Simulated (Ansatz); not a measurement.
Data:

AlCo3:
```xyz
4
Lattice="3.5859 0.0000 0.0000 0.0000 3.5859 0.0000 0.0000 0.0000 3.5859" Properties=species:S:1:pos:R:3 pbc="T T T"
Al     0.0000     0.0000     0.0000
Co     1.7929     1.7929     0.0000
Co     0.0000     1.7929     1.7929
Co     1.7929     0.0000     1.7929
```
The run is spin-polarised.

This is the r²SCAN-relaxed structure.

Question: All from DFT-r²SCAN in the program Ansatz with PAW potentials, unless another level is named. Give the magnetic order.

Answer: ferromagnetic.

Question: And the Bader charges?

Answer: Al +1.86, Co -0.62 e.

Space group Pm-3m (Cu3Au type). The first step of the workflow began from a Materials Project structure, measured or hypothetical; the Crystallography Open Database copy checked does not list it. Whether it is the stable phase at ambient conditions was not checked. The r²SCAN relaxation kept the symmetry of its start; its stability against distortions is not shown here. Magnetic state: ferromagnetic, chosen from 4 collinear starts compared on coarse meshes (ties went to the first, and starts can fall back to one state), not a proven ground state. Other orbital occupations within this spin state were not tried.

Potentials: the later of the program's two PAW sets.
